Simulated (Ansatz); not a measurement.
Calculated with Ansatz: LuSc2O6, single run

The input file (Ansatz 0.2.0, plane waves):

```yaml
crystal:
  lattice:
    - [0.0, 3.916338, 0.0]
    - [5.096994, -1.958169, 0.0]
    - [-1.613659, 1.958169, -6.295229]
  atoms:
    - { symbol: Lu, position: [0.0, 0.0, 0.0] }
    - { symbol: Sc, position: [0.82356, 0.25605, 0.60893] }
    - { symbol: Sc, position: [0.17644, 0.74395, 0.39107] }
    - { symbol: O, position: [0.97718, 0.64608, 0.69172] }
    - { symbol: O, position: [0.02282, 0.35392, 0.30828] }
    - { symbol: O, position: [0.65272, 0.20014, 0.8947] }
    - { symbol: O, position: [0.34728, 0.79986, 0.1053] }
    - { symbol: O, position: [0.28053, 0.15575, 0.59469] }
    - { symbol: O, position: [0.71947, 0.84425, 0.40531] }
  symmetry: { tolerance: 0.0003 }
kpoints:
  mp_grid: { grid: [5, 5, 5], shift: [0, 0, 0] }
magnetization:
  spin_polarized: false
scf:
  occupations: { method: fermi_dirac }
  mixing: { algorithm: broyden, beta: 1.5, ndim: 1, preconditioner: none }
  max_iter: 50
hamiltonian:
  pseudopotentials: { kind: paw }
  xc: pbesol
basis:
  ecutwfc: 420
output:
  forces: true
  stress: true
  eigenvalues: true
```

Run with:

```bash
ansatz run input.yaml --threads 1 --pin off --max-ram 2560MiB --backend cpu --events-out ev --progress --plain --runs-dir out
```

Origin of the cell: a known structure type with other elements, at an estimated volume, so it need not be a known compound.

Output:

```
Error: invalid value for `scf.mixing.beta`: must be finite and in (0, 1]; got 1.5
```

What is wrong with this input?

It holds mixing far too strong: `scf.mixing` typed as { algorithm: broyden, beta: 1.5, ndim: 1, preconditioner: none }. The input was rejected before any iteration.
